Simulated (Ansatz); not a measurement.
A relaxed structure of Sn is spoiled in several ways and relaxed again each time (noise and exchanges are one random draw each; pressure is positive under compression). The numbers are results of PBE (plane waves to 420 eV, PAW, scalar-relativistic; Ansatz, an electronic-structure program), not measurements.

```cif
data_Sn4
_chemical_formula_sum 'Sn4'
_space_group_name_H-M_alt 'I41/amd :1'
_space_group_IT_number 141
_space_group_name_Hall 'I 4bw 2bw -1bw'
_cell_length_a 5.94805
_cell_length_b 5.94805
_cell_length_c 3.21277
_cell_angle_alpha 90.000
_cell_angle_beta 90.000
_cell_angle_gamma 90.000
loop_
_atom_site_label
_atom_site_type_symbol
_atom_site_symmetry_multiplicity
_atom_site_Wyckoff_symbol
_atom_site_fract_x
_atom_site_fract_y
_atom_site_fract_z
_atom_site_occupancy
Sn1 Sn 4 a 0.00000 0.00000 0.00000 1
```
(The calculation used a cell of 2 atoms; values per cell refer to that cell.)

```csv
change,first pressure (GPa),largest first force (eV/Å),released (eV/atom),moves,outcome,final group,E − E(parent) (eV/atom)
"deformed by the Cartesian strain tensor (xx, yy, zz, yz, xz, xy) = (0.045, -0.028, 0.007, -0.096, -0.038, -0.020)",1.0,0.71,0.09,16,"same energy, other cell",P6/mmm,0.00
with every coordinate shifted by Gaussian noise of σ = 0.1 Å,0.6,0.42,0.02,8,returns to the parent,I4₁/amd,0.00
```

First-step values come from each run's starting, coarser k-mesh (13×12×8, 11×11×8). Each cell has its own k-point mesh; energy differences are given only to the digits this allows. No spin polarisation in the result.
